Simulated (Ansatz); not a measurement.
The start is a relaxed Ti cell with every coordinate shifted by Gaussian noise of σ = 0.45 Å. The structure is fully relaxed (lattice and positions, P = 0) with PBEsol (plane waves to 420 eV, PAW, scalar-relativistic; Ansatz, a quantum-chemistry and plane-wave program). The first steps use a coarse 13×13×7 k-mesh.

Input geometry:
```
CELL_PARAMETERS angstrom
      2.90040     0.00000     0.00000
     -1.45020     2.51182     0.00000
      0.00000     0.00000     4.59020
ATOMIC_POSITIONS crystal
  Ti 0.22312 0.67002 0.74774
  Ti 0.77975 0.55878 0.04838
```

Q: By how much does the energy per atom fall from start to end?

A: About 1.4 eV/atom.

Q: Is the parent structure recovered?

A: The parent structure is recovered, P6₃/mmc (No. 194).

Q: How do the shortest distances between atoms change?

A: The closest pairs of elements (up to four, under 3.6 Å), start → end: Ti–Ti 1.80 → 2.84 Å.

Relaxed structure:

```cif
data_Ti2
_chemical_formula_sum 'Ti2'
_space_group_name_H-M_alt 'P63/mmc'
_space_group_IT_number 194
_space_group_name_Hall '-P 6c 2c'
_cell_length_a 2.90039
_cell_length_b 2.90039
_cell_length_c 4.59018
_cell_angle_alpha 90.000
_cell_angle_beta 90.000
_cell_angle_gamma 120.000
loop_
_atom_site_label
_atom_site_type_symbol
_atom_site_symmetry_multiplicity
_atom_site_Wyckoff_symbol
_atom_site_fract_x
_atom_site_fract_y
_atom_site_fract_z
_atom_site_occupancy
Ti1 Ti 2 d 0.66667 0.33333 0.25000 1
```

Final values are on a 18×18×10 k-mesh of the relaxed cell. The start holds a very short contact (Ti–Ti 1.80 Å). No spin polarisation in the result.

The run could not lose the symmetry of its start.
